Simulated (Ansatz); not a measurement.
Ansatz 0.2.0, settings compared: SrTl

Launch command:

```bash
ansatz run input.yaml --threads 1 --pin off --max-ram 2560MiB --backend cpu --events-out ev --progress --plain --runs-dir out
```

input.yaml:

```yaml
crystal:
  lattice:
    - [4.050114, 0.0, 0.0]
    - [0.0, 4.050114, 0.0]
    - [0.0, 0.0, 4.050114]
  atoms:
    - { symbol: Sr, position: [0.0, 0.0, 0.0] }
    - { symbol: Tl, position: [0.5, 0.5, 0.5] }
  symmetry: { tolerance: 0.0003 }
kpoints:
  mp_grid: { grid: [5, 5, 5], shift: [0, 0, 0] }
magnetization:
  spin_polarized: false
scf:
  occupations: { method: fermi_dirac, width: 0.129 }
hamiltonian:
  pseudopotentials: { kind: paw }
  xc: pbesol
basis:
  ecutwfc: 420
output:
  forces: true
  stress: true
  eigenvalues: true
```

Origin of the cell: a database entry, scaled a little.

Output of this run (shortened):

```
SCF iter   1: F=—  HF=-14788.826754 eV  Δρ=2.24e-3  dr2=2.18e-3
SCF iter   2: F=—  HF=-14788.827901 eV  Δρ=1.24e-3  dr2=7.49e-4
SCF iter   3: F=—  HF=-14788.827982 eV  Δρ=2.70e-4  dr2=4.98e-5
SCF iter   4: F=—  HF=-14788.827998 eV  Δρ=9.50e-5  dr2=7.74e-6
SCF iter   5: F=—  HF=-14788.828000 eV  Δρ=3.36e-5  dr2=1.39e-6
SCF iter   6: F=—  HF=-14788.828000 eV  Δρ=1.78e-5  dr2=4.31e-7
SCF iter   7: F=-14788.828000 eV  HF=-14788.828000 eV  Δρ=5.61e-6  dr2=5.43e-8
SCF 1 converged in 7 iterations: F = -14788.828000 eV  dr2 = 5.43e-8
SCF converged after 7 iterations
Free energy (F): -14788.828000 eV
Harris-Foulkes:  -14788.828000 eV  (|F-HF|=4.94e-8)
Internal energy: -14788.740783 eV  (E = F + TS)
E sigma→0 (E₀):  -14788.784391 eV
Entropy (-TS):   -0.087217 eV (-43.608 meV/atom)
Fermi energy:    8.854076 eV
--- Per-component energies (eV) ---
  E_band       = -105.742394
  E_kinetic    = 578.523626
  E_local      = -1612.417114  (includes V_loc(G=0)·N_el)
  E_nonlocal   = 522.113276
  E_hartree    = 512.752808
  E_xc         = -399.862226
  E_vxc        = -303.145046  (∫ρ·V_xc dr)
  E_paw        = -12662.583620  (= ΣΔE_a)
  E_vpaw       = -316.325978  (= ΣTr[D̂ρ^β])
  E_aug_tail   = 0.000032  (compensation charges beyond the density's cutoff)
  E_ewald      = -1727.440177
  E_core_change = 0.172612  (= ΣΔE_core)
  E_smearing   = -0.087217  (= −TS)
  Σ components = -14788.828000   (vs F -14788.828000, Δ=0.00e0)
--- Forces (eV/Å), atoms counted from 1 ---
  atom   1  Sr    -0.000000     0.000000    -0.000000
  atom   2  Tl     0.000000    -0.000000    -0.000000
  max |Σ_I F_I| component: 0.0 eV/Å
--- Stress (GPa, compression-positive) ---
       -0.236769      -0.000000       0.000000
       -0.000000      -0.236769       0.000000
        0.000000       0.000000      -0.236769
  P = ⅓ Tr σ = -0.2368 GPa (-2.368 kbar)
```

The same input was run again with these changes:

1. `kpoints.mp_grid.grid` [5, 5, 5] → [8, 8, 8]; `scf.occupations.method` fermi_dirac → methfessel_paxton; `scf.occupations.width` 0.129 → 0.1
2. `scf.algorithm` default → density_mixing; `basis.ecutrho_ratio` default → 6
3. `basis.ecutwfc` 420 → "51.4 Ry"
4. `scf.mixing.algorithm` default → msr1; `scf.mixing.beta` default → 0.1

```tsv
run	end	SCF iterations	P (GPa)	max force component (eV/Å)	moment (μB)	ΔE(σ→0) (meV/atom)
base	converged	7	-0.24	0.000	–	0
1	converged	6	-0.67	0.000	–	-24.22
2	converged	7	-0.24	0.000	–	0.00
3	converged	7	-0.24	0.000	–	-0.74
4	converged	9	-0.24	0.000	–	0.00
```

Energies are compared only where functional, datasets, charge and starting cell are the same.

Caveats of the base run: no moments, though an odd count or open d shells may carry them; no spin-orbit coupling, though heavy elements are present; the k mesh is coarse if the cell is a metal.

Time of the base run: 0.9 s of wall time on 1 CPU thread(s) of a shared host, from the program's own first density.
